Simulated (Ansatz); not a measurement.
Al₃GaAs₄:
```xyz
8
Lattice="4.0141 0.0000 0.0000 0.0000 4.0141 0.0000 0.0000 0.0000 11.3385" Properties=species:S:1:pos:R:3 pbc="T T T"
Ga     0.0000     0.0000     0.0000
As     2.0070     0.0000     1.4193
Al     2.0070     2.0070     2.8318
As     0.0000     2.0070     4.2502
Al     0.0000     0.0000     5.6692
As     2.0070     0.0000     7.0883
Al     2.0070     2.0070     8.5067
As     0.0000     2.0070     9.9192
```

Relaxed with r²SCAN. Special points in fractions of this cell's reciprocal vectors: Γ (0.000, 0.000, 0.000); X (0.000, 0.500, 0.000); M (0.500, 0.500, 0.000); Z (0.000, 0.000, 0.500); R (0.000, 0.500, 0.500); A (0.500, 0.500, 0.500).

Problem. List the band energies nearest the valence-band maximum at these points for r²SCAN in the plane-wave PAW code Ansatz.

Solution. In eV from the valence-band maximum; about four levels below and three above (degenerate sets whole), none deeper than 8.9 eV; points with the same levels are listed once.

```
k                        below                above
-  ---------------------------  -------------------
Γ  -1.41 -1.41 -0.01 0.00 0.00       1.80 1.97 2.62
X      -0.96 -0.95 -0.90 -0.87       1.97 2.57 3.65
M      -2.36 -2.35 -2.35 -2.35       1.79 1.79 2.22
Z      -0.64 -0.64 -0.45 -0.45       1.91 2.18 2.76
R      -1.02 -1.01 -0.97 -0.89       2.71 3.37 3.37
A      -2.72 -2.72 -2.69 -2.69  2.75 2.75 3.02 3.02
```

Space group P-4m2. The start of the workflow was typed in or built on a structure type; neither database checked (COD, Materials Project) lists it. Whether it is the stable phase at ambient conditions was not checked. Symmetry was held in the r²SCAN relaxation; whether a distortion lowers the energy is not shown. Scalar-relativistic: spin–orbit coupling is off unless named, which matters more the heavier the elements.

Potentials: the earlier of the program's two PAW sets. The files were generated under PBE; for other functionals the program regenerates the frozen cores, and for LDA and PBEsol the local potential too.
